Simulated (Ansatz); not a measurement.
A geometry of GaPt away from equilibrium: the start of the relaxation of a relaxed GaPt cell, doubled along one cell vector, shaken by Gaussian noise of σ = 0.08 Å a coordinate. Level of theory: PBEsol (plane waves to 420 eV, PAW, scalar-relativistic; Ansatz, a first-principles code). Γ-centred k-mesh 9×9×4 on the run's cell (coarser than for final values), Fermi–Dirac smearing 0.05 eV.

```xyz
8
Lattice="4.3390 0.0000 0.0000 -2.1695 3.7577 0.0000 0.0000 0.0000 9.9639" Properties=species:S:1:pos:R:3 pbc="T T T"
Ga     0.0476     0.0892     3.6419
Ga     0.0669    -0.1049     8.6949
Ga    -0.0617     0.0066     1.2942
Ga    -0.0162     0.1379     6.2004
Pt     0.0017     2.4559    -0.0629
Pt    -0.0498     2.5053     5.0238
Pt     2.1936     1.3141     0.0340
Pt     2.3673     1.3001     4.9323
```

Task: Predict the force on each atom, in eV/Å.

Result: 
| atom | Fx | Fy | Fz |
|---|---|---|---|
| Ga1 | 0.15 | -0.12 | 0.67 |
| Ga2 | 0.00 | 0.21 | -0.33 |
| Ga3 | -0.01 | 0.02 | -0.76 |
| Ga4 | 0.28 | -0.35 | 0.59 |
| Pt5 | 0.48 | 1.31 | -0.02 |
| Pt6 | 4.77 | 2.70 | 0.05 |
| Pt7 | -0.46 | -1.49 | 0.24 |
| Pt8 | -5.20 | -2.26 | -0.44 |

Task: What is the pressure?

Result: +2.6 GPa, compression positive.

Task: How far above the relaxed end point is this geometry?

Result: 0.65 eV/atom; the path ends in P2₁ (No. 4) at a tolerance of 0.01 Å, Cmc2₁ (No. 36) at 0.1 Å.

No spin polarisation in the result.

The end of the path is a generated cell of GaPt: the first start was made by a random draw of sites in a space group, and the end was not matched to a known phase here, so it may be hypothetical.
